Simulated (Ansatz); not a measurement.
## Mo3Se4, first-principles data

Mo3Se4:
```cif
data_Mo18Se24
_chemical_formula_sum 'Mo18 Se24'
_space_group_name_H-M_alt 'R-3 :H'
_space_group_IT_number 148
_space_group_name_Hall '-R 3'
_cell_length_a 9.73909
_cell_length_b 9.73909
_cell_length_c 11.36464
_cell_angle_alpha 90.000
_cell_angle_beta 90.000
_cell_angle_gamma 120.000
loop_
_atom_site_label
_atom_site_type_symbol
_atom_site_symmetry_multiplicity
_atom_site_Wyckoff_symbol
_atom_site_fract_x
_atom_site_fract_y
_atom_site_fract_z
_atom_site_occupancy
Mo1 Mo 18 f 0.14893 0.16380 0.39957 1
Se1 Se 6 c 0.00000 0.00000 0.22095 1
Se2 Se 18 f 0.04192 0.34526 0.08319 1
```
(The calculation used a cell of 14 atoms; values per cell refer to that cell.)

Space group R-3 (No. 148); conventional cell a = b = 9.739 Å, c = 11.365 Å, α = β = 90.00°, γ = 120.00°.

Method: DFT-r²SCAN in the program Ansatz with PAW potentials. Structure relaxed to zero pressure with the same functional. Other levels are named where they apply.

**Cell and energy**

| Quantity | Result |
|---|---|
| Volume per atom | 22.23 Å³ |
| Density | 6.44 g/cm³ |
| Formation energy from the elements (no fitted shifts) | -0.60 eV/atom |

**Electronic structure**

| Property | Value |
|---|---|
| Electronic character | metallic (no gap) |
| Density of states at the Fermi level | 0.36 states/eV per atom (mean over ±0.08 eV) |
| Gap with spin–orbit coupling | none (metallic) |

**Mechanics**

| Quantity | Value |
|---|---|
| Bulk modulus (Birch–Murnaghan fit) | 35.0 GPa |
| Pressure derivative B′ | 7.5 |

**Charges**

| Quantity | Result |
|---|---|
| Bader charges | Mo +0.88, Se -0.69 to -0.56 e |

The first step of the workflow began from a Materials Project structure, measured or hypothetical; the Crystallography Open Database files this formula in space group No. 148, but the cells were not matched. Its standing as an ambient phase is unchecked. The cell was relaxed with r²SCAN under the symmetry of its start; whether a distortion lowers the energy is not shown. The run is not spin-polarised. The references are the lowest solids computed at this level, not always the standard phases. Spin–orbit coupling is left out wherever it is not named.

Potentials: the later of the program's two PAW sets.
